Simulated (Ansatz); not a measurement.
MnO₂:
```
MnO2
1.0
    3.08919    -3.08919     0.00000
    3.08919     3.08919     0.00000
    0.00000     0.00000     2.85612
Mn O
2 4
Direct
  0.00000   0.00000   0.00000
  0.50000   0.50000   0.50000
  0.69451   0.69451   0.00000
  0.80549   0.19451   0.50000
  0.30549   0.30549   0.00000
  0.19451   0.80549   0.50000
```
Starting moments (μB, in the order of the atoms Mn Mn O O O O): 2.8 -2.8 0.0 0.0 0.0 0.0.

Relaxed with HSE06. Special points in fractions of this cell's reciprocal vectors: Γ (0.000, 0.000, 0.000); Y (-0.500, 0.500, 0.000); C0 (-0.500, 0.500, 0.000); Σ0 (0.500, 0.500, 0.000); Z (0.000, 0.000, 0.500); A0 (0.500, 0.500, 0.500); E0 (-0.500, 0.500, 0.500); T (-0.500, 0.500, 0.500); S (0.000, 0.500, 0.000); R (0.000, 0.500, 0.500).

**Question.** List the band energies nearest the valence-band maximum at these points for the program Ansatz at the HSE06 level (PAW).

**Answer.** In eV from the valence-band maximum; about four levels below and three above (degenerate sets whole), none deeper than 8.9 eV; points with the same levels are listed once.

```
k                       below                above
----  -----------------------  -------------------
Γ ↑    -0.97 -0.47 -0.37 0.00       1.81 2.82 3.66
Y ↑   -1.90 -1.44 -1.37 -0.11       1.84 2.81 4.60
Z ↑   -2.92 -2.05 -1.18 -0.41  3.35 3.84 4.05 4.05
A0 ↑  -1.81 -0.88 -0.66 -0.60       3.66 3.86 4.10
S ↑   -1.53 -1.37 -1.02 -0.86       3.61 3.95 4.36
R ↑   -1.94 -1.53 -1.37 -1.17       2.73 3.20 3.89
```

Space group P4_2/mnm (rutile). The cell was relaxed with HSE06 under the symmetry of its start, as lowered by the spin order. The final state is antiferromagnetic, chosen from 5 collinear starts compared on coarse meshes with r²SCAN (ties went to the first, and starts can fall back to one state), not a proven ground state. Textbook magnetic order: helical. Other orbital occupations within this spin state were not tried. The hybrid was solved on a coarse mesh, the path and, where they were found, the r²SCAN edge points; its band edges are the extreme levels among these. Point labels and valley counts follow the cell and symmetry of the run, lower than the named group.

Potentials: the later of the program's two PAW sets.
